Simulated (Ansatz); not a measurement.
TaAs (NbAs type, space group I4_1md)

```cif
data_As2Ta2
_chemical_formula_sum 'Ta2 As2'
_space_group_name_H-M_alt 'P 1'
_space_group_IT_number 1
_cell_length_a 6.35706
_cell_length_b 6.35706
_cell_length_c 6.35706
_cell_angle_alpha 148.388
_cell_angle_beta 148.388
_cell_angle_gamma 45.313
loop_
_space_group_symop_operation_xyz
  'x, y, z'
loop_
_atom_site_label
_atom_site_type_symbol
_atom_site_fract_x
_atom_site_fract_y
_atom_site_fract_z
_atom_site_occupancy
Ta1 Ta 0.99912 0.99912 0.00000 1
Ta2 Ta 0.74912 0.24912 0.50000 1
As1 As 0.41688 0.41688 0.00000 1
As2 As 0.16688 0.66688 0.50000 1
```

The volume is varied about the relaxed value V₀ at fixed cell shape. The atoms relax within the cell's symmetry.

Calculation: PBE (plane waves to 420 eV, PAW, scalar-relativistic; Ansatz, an electronic-structure program). k mesh 19×19×19 (Γ-centred), Fermi-Dirac smearing 0.05 eV. E stands for the smeared free energy. Compression counts positive. At this level the bands of TaAs touch or barely overlap. Spin-orbit coupling is left out, though Ta is heavy. TaAs is run without spin polarisation. TaAs was relaxed with its symmetry unable to fall. ΔE is measured from the relaxed starting cell.

**Question.** Estimate the ΔE (meV/atom) and P (GPa) for V/V₀ = 0.964, 0.976, 1.012, 1.024, 1.048, 1.060.

**Answer.** 
```
V/V₀   ΔE (meV/atom)  P (GPa)
-----  -------------  -------
0.964             13      7.0
0.976              6      4.5
1.012              1     -2.1
1.024              5     -4.0
1.048             21     -7.5
1.060             31     -9.1
```

(A scan under strain: stresses follow from slopes of the energy per volume, elastic moduli from its curvatures.)
